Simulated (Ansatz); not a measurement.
Computed properties of TiAl$_{3}$

TiAl3:
```cif
data_Al3Ti
_chemical_formula_sum 'Ti1 Al3'
_space_group_name_H-M_alt 'Pmm2'
_space_group_IT_number 25
_space_group_name_Hall 'P 2 -2'
_cell_length_a 2.78212
_cell_length_b 4.67323
_cell_length_c 4.88989
_cell_angle_alpha 90.000
_cell_angle_beta 90.000
_cell_angle_gamma 90.000
loop_
_atom_site_label
_atom_site_type_symbol
_atom_site_symmetry_multiplicity
_atom_site_Wyckoff_symbol
_atom_site_fract_x
_atom_site_fract_y
_atom_site_fract_z
_atom_site_occupancy
Ti1 Ti 1 b 0.00000 0.50000 0.16324 1
Al1 Al 1 d 0.50000 0.50000 0.66416 1
Al2 Al 1 c 0.50000 0.00000 0.33293 1
Al3 Al 1 a 0.00000 0.00000 0.83967 1
```

Space group Pmm2 (No. 25); conventional cell a = 2.782 Å, b = 4.673 Å, c = 4.890 Å, α = β = γ = 90.00°.

Method: PBEsol in the plane-wave PAW code Ansatz. The cell and atoms are relaxed at this level. Other levels are named where they apply.

Cell and energy:

```yaml
volume_per_atom: 15.89 Å³
density: 3.36 g/cm³
Formation energy from the elements (no fitted shifts): -0.24 eV/atom
```

Electronic structure:

```yaml
electronic_character: metallic (no gap)
Density of states at the Fermi level: 0.68 states/eV per atom (mean over ±0.08 eV)
```

Mechanics:

```yaml
Bulk modulus (Birch–Murnaghan fit): 104 GPa
Pressure derivative B′: 4.1
```

Phonons:

```yaml
highest_zone_centre_frequency: 333 cm⁻¹
zone_centre_stability: no imaginary mode at Γ
```

The first step of the workflow began from a Materials Project structure, measured or hypothetical; the Crystallography Open Database copy checked does not list it. With Ti and Al taken as one species the cell has the higher symmetry P6_3/mmc, so it may be an ordered model of a mixed-site phase. Whether it is the stable phase at ambient conditions was not checked. The cell was relaxed with PBEsol under the symmetry of its start. No spin polarisation was allowed. As this level gives no gap, phonon frequencies hold no LO–TO term and depend on the k-mesh and smearing (Fermi–Dirac, 0.1 eV here). Axis ratios of metals converge slowly with the k-mesh, so a and c are less sure than the volume. The references are the lowest solids computed at this level, not always the standard phases.

Potentials: the later of the program's two PAW sets.
